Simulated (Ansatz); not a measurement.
NbCo2:
```yaml
crystal:
  lattice:
    - [0.00000, 3.32276, 3.32276]
    - [3.32276, 0.00000, 3.32276]
    - [3.32276, 3.32276, 0.00000]
  atoms:
    - { symbol: Nb, position: [0.00000, 0.00000, 0.00000] }
    - { symbol: Nb, position: [0.25000, 0.25000, 0.25000] }
    - { symbol: Co, position: [0.62500, 0.62500, 0.62500] }
    - { symbol: Co, position: [0.12500, 0.62500, 0.62500] }
    - { symbol: Co, position: [0.62500, 0.62500, 0.12500] }
    - { symbol: Co, position: [0.62500, 0.12500, 0.62500] }
```

Relaxed with PBEsol. Special points in fractions of this cell's reciprocal vectors: Γ (0.000, 0.000, 0.000); X (0.500, 0.000, 0.500); U (0.625, 0.250, 0.625); K (0.375, 0.375, 0.750); L (0.500, 0.500, 0.500); W (0.500, 0.250, 0.750).

List the band energies nearest the Fermi level at these points for PBEsol (plane waves, PAW; program Ansatz).

In eV from the Fermi level; about four levels below and three above (degenerate sets whole), none deeper than 8.9 eV; points with the same levels are listed once.

| k | below | above |
|---|---|---|
| Γ | -0.78 -0.78 -0.66 -0.66 -0.66 | 0.75 0.75 0.75 |
| X | -0.61 -0.61 -0.33 -0.33 | 0.66 0.66 1.57 1.57 |
| U | -1.09 -1.07 -0.46 -0.23 | 0.07 0.07 0.45 |
| L | -0.44 -0.44 -0.40 -0.40 | 0.33 0.33 0.64 |
| W | -1.08 -1.08 -0.30 -0.30 | 0.14 0.14 0.69 0.69 |

Space group Fd-3m (cubic Laves (MgCu2 type)). The workflow started from a Materials Project entry (that database holds measured and hypothetical structures alike); the Crystallography Open Database files this formula in space group No. 227, but the cells were not matched. Its standing as an ambient phase is unchecked. The cell was relaxed with PBEsol under the symmetry of its start. At this level the phase is dynamically unstable (imaginary phonons). The workflow began spin-polarised and lost its moments. Spin–orbit coupling is left out wherever it is not named.

Potentials: the later of the program's two PAW sets.
